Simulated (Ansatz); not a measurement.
Phonons of HfO₂ (fluorite) at Γ, L = (0.5, 0.0, 0.0), X = (0.5, 0.5, 0.0).

HfO$_{2}$ (fluorite)

```
CELL_PARAMETERS angstrom
      0.00000     2.54906     2.54906
      2.54906     0.00000     2.54906
      2.54906     2.54906     0.00000
ATOMIC_POSITIONS crystal
  Hf 0.00000 0.00000 0.00000
  O  0.25000 0.25000 0.25000
  O  0.75000 0.75000 0.75000
```

Level of theory: PBE (plane waves to 420 eV, PAW, scalar-relativistic; Ansatz, a quantum-chemistry and plane-wave program). DFPT wavenumbers on a 10×10×10 k mesh, in cm⁻¹; i marks imaginary ones, q is in fractions of the reciprocal vectors of the cell shown, and the three acoustic modes at Γ are left out. The non-analytic (LO-TO) term is not included, so polar modes at Γ have their transverse values. HfO2 is run without spin polarisation. HfO2 was relaxed with its symmetry unable to fall. Spin-orbit coupling is left out, though Hf is heavy. The PAW data are Ansatz's earlier set. This is a high-temperature form of HfO2.

| q | wavenumbers (cm⁻¹) |
|---|---|
| Γ | 216 (×3), 564 (×3) |
| L = (0.5, 0.0, 0.0) | 82 (×2), 183, 388 (×2), 488, 498 (×2), 574 |
| X = (0.5, 0.5, 0.0) | 230i, 89 (×2), 249, 285 (×2), 547 (×2), 676 |

The structure is unstable at this level: the lowest mode is 230i cm⁻¹ at X = (0.5, 0.5, 0.0).

Highest mode: 676 cm⁻¹ at X = (0.5, 0.5, 0.0).
